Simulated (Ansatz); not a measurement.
SrAg4Sb2 in space group R-3m (No. 166; Sr on 3a, Ag on 6c, Ag on 6c, Sb on 6c), plane-wave PAW PBE (Ansatz code), all energies at zero smearing, with the estimated change up to a 700 eV cutoff added, with one set of potentials and settings (totals compare only within such a set). Cell of 7 atoms (1 Sr, 4 Ag, 2 Sb): -46877.612 eV.

```json
[
 {"element": "Sr", "reference phase": "C2/m, 3 atoms in the cell", "E (eV/atom)": "-3544.2201"},
 {"element": "Ag", "reference phase": "R-3m, 3 atoms in the cell", "E (eV/atom)": "-7590.5531"},
 {"element": "Sb", "reference phase": "R-3m, 2 atoms in the cell", "E (eV/atom)": "-6484.4916"}
]
```

Formation energy per atom, worked out: (-46877.612 − 1×(-3544.2201) − 4×(-7590.5531) − 2×(-6484.4916))/7 = -0.314 eV/atom (-30 kJ per mol of atoms), at 0 K, without zero-point energy or fitted corrections.

The workflow started from an entry of the Crystallography Open Database (COD, 295 K). Its standing as an ambient phase is unchecked. Symmetry was held in the PBE relaxation; whether a distortion lowers the energy is not shown. The run is not spin-polarised. The references are the lowest solids computed at this level, not always the standard phases. Spin–orbit coupling is left out wherever it is not named.

Potentials: the later of the program's two PAW sets.
